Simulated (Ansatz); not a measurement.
## Ru: energy along a strain

Ru, P6_3/mmc, a = 2.702 Å, c = 4.266 Å. Ansatz: r2SCAN, PAW, 500 eV, Γ-centred 24×24×14 mesh on 2 atoms, Gaussian smearing 0.15 eV; no spin polarisation. Cell vectors (Å): 2.702 0.000 0.000; -1.351 2.340 0.000; 0.000 0.000 4.266. The cell is strained by x per cent times the pattern (0 0 1 0 0 0) in the order xx yy zz yz xz xy (engineering shears), with fractional coordinates held. y is the free energy over the start, V0 = 13.490 Å³/atom.

| x (%) | y (meV/atom) |
| --- | --- |
| -6.00 | ? |
| -4.50 | 63.55 |
| -3.00 | 26.77 |
| -1.50 | 6.14 |
| 0.00 | 0.00 |
| 1.50 | 6.75 |
| 3.00 | 24.93 |
| 4.50 | 53.27 |
| 5.25 | 70.86 |
| 6.00 | 90.55 |

Q: Fit y = c1 x + c2 x² + c3 x³ to the other rows, get the stiffness along the pattern, and predict the missing energy.

A: Least squares on the rows shown. y = 0.31126 x + 2.8846 x² − 0.070675 x³. The clamped-ion stiffness p·C·p = 2 × 28.85 eV × 160.2 / 13.490 Å³ = 685 GPa, which is C33 in these axes; c1 is there for the stress left in the start, which by itself gives a slope of 0.37 meV/atom per %. At x = -6.00 the fit asked for gives 117.24 meV/atom. The run gave 118.18 meV/atom, so the fit is 0.94 meV/atom too low, 0.8 % of the span of the series, against an rms of 0.10 meV/atom on the fitted rows. The row lies outside the fitted range. With a term in x⁴ added, a fit to the same known rows predicts 118.34 meV/atom, so most of the miss is curvature that the known rows already hold.

Cost: 10 runs of about 3.8 core-minutes in all, on Arm Neoverse V2 (shared hosts).